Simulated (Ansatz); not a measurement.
## HfZr3S8: zone-centre modes

These are results of DFT PBE, scalar-relativistic, plane waves, PAW (Ansatz), not measurements. Settings: 420 eV plane-wave cutoff, Γ-centred 4×4×4 mesh, fixed occupations. No spin polarisation. Phonons by linear response, acoustic sum rule imposed.

The cell, relaxed at this level:
```yaml
crystal:
  lattice:
    - [6.36735, 0.00000, 0.00047]
    - [0.00000, 7.35526, 0.00000]
    - [0.00039, 0.00000, 6.79489]
  atoms:
    - { symbol: Zr, position: [0.50000, 0.24966, 0.00000] }
    - { symbol: Zr, position: [0.00000, 0.50000, 0.00000] }
    - { symbol: Zr, position: [0.50000, 0.75034, 0.00000] }
    - { symbol: Hf, position: [0.00000, 0.00000, 0.00000] }
    - { symbol: S, position: [0.66925, 0.00000, 0.78700] }
    - { symbol: S, position: [0.16554, 0.24827, 0.78703] }
    - { symbol: S, position: [0.66633, 0.50000, 0.78660] }
    - { symbol: S, position: [0.16554, 0.75173, 0.78703] }
    - { symbol: S, position: [0.83446, 0.75173, 0.21297] }
    - { symbol: S, position: [0.33075, 0.00000, 0.21300] }
    - { symbol: S, position: [0.83446, 0.24827, 0.21297] }
    - { symbol: S, position: [0.33367, 0.50000, 0.21340] }
```

It was reached by relaxing an invented guess, and it needn't be the stable form of this composition. Spin–orbit coupling is left out, which matters for heavy elements. No dispersion correction is applied, so modes and constants that involve weak contacts between layers, chains or molecules come out too soft.

Optical modes at Γ (transverse, no macroscopic field):
| frequency (meV) | degeneracy | IR intensity of the level ((D/Å)²/amu) |
| --- | --- | --- |
| 6.4 | 1 | 0.01 |
| 6.7 | 1 | 0.00 |
| 7.0 | 1 | 0.12 |
| 11.1 | 1 | 0.00 |
| 14.1 | 1 | 2.00 |
| 16.5 | 1 | 0.00 |
| 17.4 | 1 | 95.77 |
| 17.8 | 1 | 107.93 |
| 20.0 | 1 | 15.06 |
| 21.2 | 1 | 0.89 |
| 22.1 | 1 | 0.00 |
| 23.5 | 1 | 0.00 |
| 27.5 | 1 | 0.03 |
| 27.7 | 1 | 0.00 |
| 28.8 | 1 | 0.00 |
| 28.9 | 1 | 0.08 |
| 28.9 | 1 | 0.00 |
| 29.1 | 1 | 0.03 |
| 29.2 | 1 | 0.00 |
| 30.3 | 1 | 0.00 |
| 30.3 | 1 | 0.00 |
| 30.9 | 1 | 0.12 |
| 32.6 | 1 | 0.00 |
| 34.7 | 1 | 0.24 |
| 35.2 | 1 | 0.00 |
| 36.1 | 1 | 0.58 |
| 36.9 | 1 | 0.00 |
| 37.8 | 1 | 0.51 |
| 38.0 | 1 | 0.00 |
| 38.1 | 1 | 0.07 |
| 38.6 | 1 | 0.00 |
| 39.2 | 1 | 0.00 |
| 39.2 | 1 | 4.04 |

All 33 optical modes at Γ are real: no displacement of atoms at fixed cell lowers the energy to second order. Strains and modes at other wave vectors aren't tested by this run.

```json
{
 "Electronic dielectric constant ε∞ (principal values)": "3.37, 9.36, 9.41",
 "Static dielectric constant ε0 (principal values)": "3.7, 45.9, 45.9",
 "Refractive index √ε∞, mean": "2.72",
 "Kohn–Sham gap on the mesh": "1.13 eV",
 "Cost": "23 min on 4 threads of Intel(R) Xeon(R) Processor @ 2.50GHz (Skylake/Cascade Lake), on a shared host, peak memory 4.3 GiB"
}
```

Born effective charges (e):
```
       atom   Z*xx   Z*yy   Z*zz   mean
Zr (atom 1)   7.01   7.02   1.36   5.13
Zr (atom 2)   6.99   6.92   1.37   5.09
Hf (atom 4)   6.66   6.67   1.26   4.86
 S (atom 5)  -3.41  -3.50  -0.67  -2.53
 S (atom 6)  -3.47  -3.42  -0.67  -2.52
 S (atom 7)  -3.48  -3.47  -0.67  -2.54
```

The modes are given without the long-range field that lifts LO modes in polar crystals.
